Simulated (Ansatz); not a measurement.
GePt, one structure, two calculations

Cell: a structure deposited in the COD whose atoms were relaxed with PBE, the cell held.

Space group Pnma (No. 62); a = 5.7320, b = 3.7010, c = 6.0880 Å.

| site | Wyckoff | site symmetry | x | y | z |
| --- | --- | --- | --- | --- | --- |
| Ge | 4c | .m. | 0.8168 | 0.7500 | 0.5879 |
| Pt | 4c | .m. | 0.9981 | 0.7500 | 0.1902 |

One atom of each set is listed.

First run. Level of theory: DFT, PBE, plane waves and PAW, scalar-relativistic, 420 eV cutoff, Γ-centred 8×13×8 k-points, Fermi–Dirac smearing 0.05 eV (Ansatz 0.2.0).

```tsv
site	V_zz (10²¹ V/m²)	η
Ge	-6.65	1.00
Pt	4.45	0.28
```

Second run. The same atoms and settings, except that the functional is LDA.

Q: Given the first result, estimate the second.

A: 

| site | V_zz | η | change of V_zz |
| --- | --- | --- | --- |
| Ge | -6.71 | 0.98 | -0.06 |
| Pt | 4.28 | 0.34 | -0.17 |

The largest change of V_zz is on Pt, from 4.45 to 4.28. In per cent, |V_zz| changes by +1 on Ge, -4 on Pt (all sites that start above 2).

The run finds no gap above 0.1 eV (a metal, or nearly one), so the gradients can move by 10 % or more with the k-mesh. Spin–orbit coupling is left out, which shifts gradients on Pt by a few per cent in wide-gap crystals, and can shift them far more where the calculated gap is small or absent, as here.
For the first run: At this cell the PBE pressure is 7 GPa, so with PBE the cell would grow if it were relaxed.
